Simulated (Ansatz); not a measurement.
Data:

Zn₂SnO₄:
```xyz
14
Lattice="0.0000 4.3183 4.3183 4.3183 0.0000 4.3183 4.3183 4.3183 0.0000" Properties=species:S:1:pos:R:3 pbc="T T T"
Zn     5.3978     5.3978     5.3978
Zn     5.3978     3.2387     3.2387
Zn     3.2387     5.3978     3.2387
Zn     3.2387     3.2387     5.3978
Sn     2.1591     2.1591     2.1591
Sn     0.0000     0.0000     0.0000
O      7.4924     7.4924     7.4924
O      7.4924     5.4624     5.4624
O      5.4624     7.4924     5.4624
O      5.4624     5.4624     7.4924
O      3.3032     3.3032     3.3032
O      3.3032     5.3333     5.3333
O      5.3333     3.3032     5.3333
O      5.3333     5.3333     3.3032
```

This is the PBEsol-relaxed structure.

Problem. All from PBEsol in the plane-wave PAW code Ansatz, unless another level is named. Predict the Debye temperature from the elastic constants.

Solution. 408 K.

Problem. And the highest zone-centre frequency (without LO–TO term)?

Solution. 83.4 meV.

Problem. Predict the elastic constants (relaxed ions, GPa).

Solution. C11 = 202, C12 = 151, C44 = 75.1.

Space group Fd-3m (spinel). The cell is a constructed one: a structure type filled with these elements; the Crystallography Open Database copy checked does not list it. Whether it is the stable phase at ambient conditions was not checked. The PBEsol relaxation kept the symmetry of its start; whether a distortion lowers the energy is not shown. Spin–orbit coupling is left out wherever it is not named.

Potentials: the earlier of the program's two PAW sets. The files were generated under PBE; for other functionals the program regenerates the frozen cores, and for LDA and PBEsol the local potential too.
